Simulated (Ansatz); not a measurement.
The cell comes from COD entry 1525205, which wasn't checked; take it as a given geometry. The listed cell was then made from it by scaling, straining or moving an atom.

Ti2Cd: DFT, LDA, all-electron LAPW, scalar-relativistic (Ansatz 0.2.0). What sets it apart from a plain run of this crystal: volume scaled by 0.98.

Command: `ansatz run input.yaml --threads 1 --pin off --max-ram 4096MiB --backend cpu --events-out ev --progress --plain --runs-dir out` The run took 2.9 min on 1 thread of Arm Neoverse V1, on a shared host, peak memory 1.3 GiB.

```yaml
crystal:
  lattice:
    - [-1.4228856164, 1.4228856164, 6.664965086]
    - [1.4228856164, -1.4228856164, 6.664965086]
    - [1.4228856164, 1.4228856164, -6.664965086]
  atoms:
    - { symbol: Ti, position: [0.324, 0.324, 0.0] }
    - { symbol: Ti, position: [0.676, 0.676, 0.0] }
    - { symbol: Cd, position: [0.0, 0.0, 0.0] }
kpoints:
  mp_grid: { grid: [16, 16, 16] }
  band_path:
    path:
      - [0.0, 0.0, 0.0]
      - [0.0, 0.0, 0.5]
      - [0.25, 0.25, 0.25]
      - [0.0, 0.5, 0.0]
      - [0.0, 0.0, 0.0]
      - [0.5, 0.5, -0.5]
      - [0.2613942103, 0.7386057897, -0.2613942103]
      - [-0.2613942103, 0.2613942103, 0.2613942103]
      - [0.0, 0.0, 0.0]
    npoints: 5
scf:
  occupations: { method: fermi_dirac, width: 0.08 }
hamiltonian:
  xc: lda
  pseudopotentials: { kind: all_electron, lapw: { basis_error: 0.001 } }
output:
  forces: true
  stress: true
  eigenvalues: true
```

Output (standing set-up lines are left out):

```
LAPW: plane waves up to 8.089 Å⁻¹, error target 1.0e-3 eV per atom; small_component_spin mean_spin; Ti in spheres of 1.409 Å, 12 of its electrons in bands, Dirac shells []; Cd in spheres of 1.423 Å, 20 of its electrons in bands, Dirac shells []
Crystal: 3 atoms, lattice volume = 53.976 Å³
Basis set: ecut = 249.27874842903665 eV, 501 PW (Γ), FFT grids on a1+a3, a2+a3, a3, exchange–correlation at level 2
iter 1 solved again at ethr=2.67e-2 eV; its pass at ethr=1.00e-1 eV (dr2=1.17e1 eV) is discarded
SCF iter   1: F=—  HF=-198469.812672 eV  |F-HF|=—  |Δ(HF+E_count)|=         —  Δρ=4.97e-2  dr2=1.17e1  ethr=2.67e-2  ⟨swp⟩=2.0  Hψ=63404  notcnv=0
preconditioner: auto → Kerker (q_TF=auto, 2.637 Å⁻¹)  [metal: Δε(μ)=0.002 eV  Ē_g=5.122 eV  σ=0.080 eV  W_gap=0.01  n_scr=20 (ndim 8)  ℏωp=22.6 eV  f_vac=0.000  D(μ)=2.88/eV (n_scr^D=22)]
SCF iter   2: F=—  HF=-198468.294822 eV  |F-HF|=—  |Δ(HF+E_count)|=    1.52e0  Δρ=2.94e-2  dr2=4.07e0  ethr=2.67e-2  ⟨swp⟩=2.0  Hψ=29182  notcnv=0
SCF iter   3: F=—  HF=-198467.901558 eV  |F-HF|=—  |Δ(HF+E_count)|=   3.93e-1  Δρ=2.18e-2  dr2=2.47e0  ethr=9.25e-3  ⟨swp⟩=2.0  Hψ=30363  notcnv=0
iter 4 solved again at ethr=2.22e-5 eV; its pass at ethr=5.62e-3 eV (dr2=9.79e-3 eV) is discarded
SCF iter   4: F=—  HF=-198467.487483 eV  |F-HF|=—  |Δ(HF+E_count)|=   4.14e-1  Δρ=3.74e-3  dr2=9.62e-3  ethr=2.22e-5  ⟨swp⟩=3.0  Hψ=51684  notcnv=0
SCF iter   5: F=—  HF=-198467.495850 eV  |F-HF|=—  |Δ(HF+E_count)|=         —  Δρ=3.90e-3  dr2=4.41e-2  ethr=2.19e-5  ⟨swp⟩=3.0  Hψ=32286  notcnv=0
the basis was enlarged: its passes take 104.2 KiB over the memory plan, 1 of 1 planned eigensolver slots
SCF iter   6: F=—  HF=-198467.465770 eV  |F-HF|=—  |Δ(HF+E_count)|=   3.01e-2  Δρ=1.10e-3  dr2=1.45e-3  ethr=2.19e-5  ⟨swp⟩=3.0  Hψ=31130  notcnv=0
SCF iter   7: F=—  HF=-198467.465307 eV  |F-HF|=—  |Δ(HF+E_count)|=   4.63e-4  Δρ=6.50e-4  dr2=6.51e-4  ethr=3.30e-6  ⟨swp⟩=2.0  Hψ=29051  notcnv=0
SCF iter   8: F=—  HF=-198467.465118 eV  |F-HF|=—  |Δ(HF+E_count)|=   1.89e-4  Δρ=9.93e-5  dr2=1.27e-5  ethr=1.48e-6  ⟨swp⟩=2.5  Hψ=29287  notcnv=0
SCF iter   9: F=—  HF=-198467.465109 eV  |F-HF|=—  |Δ(HF+E_count)|=   9.10e-6  Δρ=3.25e-5  dr2=5.76e-7  ethr=2.89e-8  ⟨swp⟩=3.0  Hψ=30262  notcnv=0
SCF iter  10: F=—  HF=-198467.465108 eV  |F-HF|=—  |Δ(HF+E_count)|=   3.05e-7  Δρ=1.03e-5  dr2=1.80e-7  ethr=1.31e-9  ⟨swp⟩=2.4  Hψ=29204  notcnv=0
SCF iter  11: F=-198467.465108 eV  HF=-198467.465108 eV  |F-HF|=5.10e-8  |Δ(HF+E_count)|=   2.05e-8  Δρ=4.25e-6  dr2=3.65e-8  ethr=4.09e-10  ⟨swp⟩=2.5  Hψ=29212  notcnv=0
SCF 1 converged in 11 iterations: F = -198467.465108 eV  dr2 = 3.65e-8
the search or the solves at the SCF's close seem to have found levels that the self-consistency loop had missed (the run counts 1). By its estimate they hold under 1e-12 electrons; where the run keeps them, the occupations were computed again with them
NSCF: frozen V_eff on 41 k-points
SCF converged after 11 iterations
Free energy (F): -198467.465108 eV
Harris-Foulkes:  -198467.465108 eV  (|F-HF|=5.10e-8)
Internal energy: -198467.418073 eV  (E = F + TS)
E sigma→0 (E₀):  -198467.441591 eV
Entropy (-TS):   -0.047036 eV (-15.679 meV/atom)
Fermi energy:    14.809290 eV
--- Per-component energies (eV) ---
  E_band       = -657.700520
  E_kinetic    = 206074.822571
  E_xc         = -6266.685887
  E_electrostatic = -398275.554756  (all electrons and nuclei)
  E_smearing   = -0.047036  (= −TS)
  E_closure    = 0.000000  (closes the sum)
  E_atoms      = -198450.613076  (free atoms, spherical and without spin; not in F)
  Σ components = -198467.465108   (vs F -198467.465108, Δ=0.00e0)
  Basis errors (estimates in eV, not in F): energy 1.7e-4 per atom: plane waves 1.3e-4 (6.4e-5 summed), levels above the bands 3.0e-17, relativity 2.8e-9, radial functions 4.1e-5, core shells 2.5e-7; eigenvalues (radial functions only) 1.8e-6; not estimated: angular momenta, meshes, grids; target (lapw.basis_error) 1.0e-3; muffin-tin radii Ti 1.409 Å, Cd 1.423 Å
--- Forces (eV/Å), atoms counted from 1 ---
  atom   1  Ti     0.00000000    -0.00000000    -0.17399394
  atom   2  Ti     0.00000000     0.00000000     0.17399394
  atom   3  Cd    -0.00000000    -0.00000000     0.00000000
  max |Σ_I F_I| component: 3.47e-18 eV/Å
--- Stress (GPa, compression-positive) ---
       -6.412531      -0.000000       0.000000
       -0.000000      -6.412531       0.000000
        0.000000       0.000000      -6.144213
  P = ⅓ Tr σ = -6.3231 GPa (-63.231 kbar)
--- Band table (eV; the first three rows and the last of 349) ---
  k-point 0: bands = ["-87.6328", "-48.7508", "-48.7508", "-48.7261", "-41.4019", "-41.2819", "-18.1037", "-17.7615", "-17.7615", "-17.6942", "-17.6009", "-17.6009", "5.1226", "5.5276", "6.5922", "6.5922", "6.8963", "7.1425", "11.2191", "11.6597", "13.3555", "14.1039", "14.8149", "16.2354", "16.2354", "16.7497", "17.5172"]
  k-point 1: bands = ["-87.6325", "-48.7532", "-48.7531", "-48.7257", "-41.3955", "-41.2800", "-18.0975", "-17.7962", "-17.7787", "-17.6716", "-17.6206", "-17.6138", "5.1856", "5.5984", "6.5439", "6.5636", "6.8481", "7.2807", "11.3839", "11.7698", "13.4402", "14.1640", "14.8786", "16.1496", "16.3425", "16.5608", "17.2944"]
  k-point 2: bands = ["-87.6316", "-48.7597", "-48.7595", "-48.7245", "-41.3772", "-41.2745", "-18.0816", "-17.8536", "-17.8274", "-17.6739", "-17.6506", "-17.6481", "5.3714", "5.7770", "6.4196", "6.4825", "6.6986", "7.7187", "11.8476", "12.0862", "13.6811", "14.3302", "15.0579", "15.9292", "16.2160", "16.5718", "16.9197"]
  k-point 348: bands = ["-87.6328", "-48.7508", "-48.7508", "-48.7261", "-41.4018", "-41.2821", "-18.1016", "-17.7614", "-17.7614", "-17.6965", "-17.6009", "-17.6009", "5.1223", "5.5243", "6.5926", "6.5926", "6.8963", "7.5288", "9.5109", "12.7830", "13.3793", "14.7833", "14.9829", "16.1422", "16.1422", "16.8499", "17.5139"]
```
